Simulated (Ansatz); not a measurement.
One crystal and one scan (energy over volume and axial ratio) at two levels, PBE (plane waves to 420 eV, PAW, scalar-relativistic; Ansatz, a first-principles code) and r2SCAN (plane waves to 500 eV, PAW, scalar-relativistic; Ansatz), each from its own relaxed cell and on its own mesh. The cell shown is that of PBE.

Li2O (anti-fluorite)

```xyz
3
Lattice="0.0000 2.3131 2.3131 2.3131 0.0000 2.3131 2.3131 2.3131 0.0000" Properties=species:S:1:pos:R:3 pbc="T T T"
Li     3.4696     3.4696     3.4696
Li     1.1565     1.1565     1.1565
O      0.0000     0.0000     0.0000
```

The relaxed cell is deformed in two ways at once: its volume V is scaled, and at that volume it is stretched along z (the c axis of the conventional cell) so that c/a changes. Fractional atomic positions are held.

E stands for the smeared free energy. Li2O was relaxed with its symmetry unable to fall. Percentages come from the unrounded values.

| quantity | PBE | r2SCAN | PBE − r2SCAN |
|---|---|---|---|
| Lattice constant a (Å) | 4.626 | 4.573 | +0.053 (+1.2 %) |
| Shear modulus C′ = (C11 − C12)/2 (fit, atoms clamped) (GPa) | 92 | 99 | -7 (-7 %) |

PBE gives the higher value for: lattice constant a. PBE gives the lower value for: shear modulus C′.

(A scan under strain: stresses follow from slopes of the energy per volume, elastic moduli from its curvatures.)
